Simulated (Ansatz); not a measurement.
Sn:
```xyz
1
Lattice="3.2734 0.0000 0.0000 -1.6367 2.8348 0.0000 0.0000 0.0000 3.0557" Properties=species:S:1:pos:R:3 pbc="T T T"
Sn     0.0000     0.0000     0.0000
```

Relaxed with PBE. Special points in fractions of this cell's reciprocal vectors: Γ (0.000, 0.000, 0.000); M (0.500, 0.000, 0.000); K (0.333, 0.333, 0.000); A (0.000, 0.000, 0.500); L (0.500, 0.000, 0.500); H (0.333, 0.333, 0.500).

List the band energies nearest the Fermi level at these points for the program Ansatz at the PBE level (PAW).

In eV from the Fermi level; about four levels below and three above (degenerate sets whole), none deeper than 8.9 eV; … stands for higher levels left out; points with the same levels are listed once.

| k | below | above |
|---|---|---|
| Γ | – | 5.39 6.72 6.72 |
| M | -6.93 -4.41 | 3.24 6.83 … |
| K | -6.13 -2.65 -2.65 | 9.50 … |
| A | -7.76 -4.65 | 9.46 9.46 … |
| L | -3.56 -1.98 -1.56 | 3.13 … |
| H | -2.64 -0.92 -0.16 -0.16 | … |

Space group P6/mmm (simple hexagonal). The start of the workflow was typed in or built on a structure type; neither database checked (COD, Materials Project) lists it. It is not the phase usual at ambient conditions (space group No. 141). The PBE relaxation kept the symmetry of its start; whether a distortion lowers the energy is not shown. Scalar-relativistic: spin–orbit coupling is off unless named, which matters more the heavier the elements.

Potentials: the later of the program's two PAW sets.
